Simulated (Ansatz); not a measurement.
Tl3GaF6:
```cif
data_F24Ga4Tl12
_chemical_formula_sum 'Tl12 Ga4 F24'
_space_group_name_H-M_alt 'Fm-3m'
_space_group_IT_number 225
_space_group_name_Hall '-F 4 2 3'
_cell_length_a 8.94679
_cell_length_b 8.94679
_cell_length_c 8.94679
_cell_angle_alpha 90.000
_cell_angle_beta 90.000
_cell_angle_gamma 90.000
loop_
_atom_site_label
_atom_site_type_symbol
_atom_site_symmetry_multiplicity
_atom_site_Wyckoff_symbol
_atom_site_fract_x
_atom_site_fract_y
_atom_site_fract_z
_atom_site_occupancy
Tl1 Tl 8 c 0.25000 0.25000 0.25000 1
Tl2 Tl 4 b 0.50000 0.50000 0.50000 1
Ga1 Ga 4 a 0.00000 0.00000 0.00000 1
F1 F 24 e 0.00000 0.00000 0.21109 1
```
(The calculation used a cell of 10 atoms; values per cell refer to that cell.)

Relaxed with r²SCAN+D4. Plane-wave PAW r²SCAN+D4 (Ansatz code) gives a gap of 3.50 eV.

Task: What gap does HSE06 give on the same cell (Ansatz, PAW)?

Result: 4.18 eV, 0.68 eV more. The hybrid was solved on a coarser mesh and at special points; its gap is the smallest among all of these.

```
k  v1 r²SCAN+D4  c1 r²SCAN+D4  v1 HSE06  c1 HSE06
-  ------------  ------------  --------  --------
Γ         -0.95          5.33         …         …
X          0.00          4.07         …         …
L         -0.41          4.26         …         …
W         -0.01          3.50     -0.01      4.18
K         -0.04          3.71         …         …
```

Task: Top valence (v1) and lowest conduction level (c1) in eV from each method's valence maximum (which need not be a listed point): supply the withheld HSE06 values.

Result: 
- X, v1 HSE06: 0.00
- X, c1 HSE06: 4.75
- Γ, v1 HSE06: -0.77
- Γ, c1 HSE06: 6.10
- K, v1 HSE06: -0.04
- K, c1 HSE06: 4.40
- L, v1 HSE06: -0.37
- L, c1 HSE06: 4.98

Cost on shared cores: the r²SCAN+D4 run (SCF on a 6×6×6 mesh, then bands and DOS) roughly 2.3 core-minutes, the HSE06 run (SCF on 3×3×3, then a few points) very roughly 4 core-minutes; the tasks are unlike.

The workflow started from a Materials Project entry (that database holds measured and hypothetical structures alike); the Crystallography Open Database copy checked does not list it. Its standing as an ambient phase is unchecked. The r²SCAN+D4 relaxation kept the symmetry of its start; whether a distortion lowers the energy is not shown. Spin–orbit coupling is left out wherever it is not named.

Potentials: the later of the program's two PAW sets.
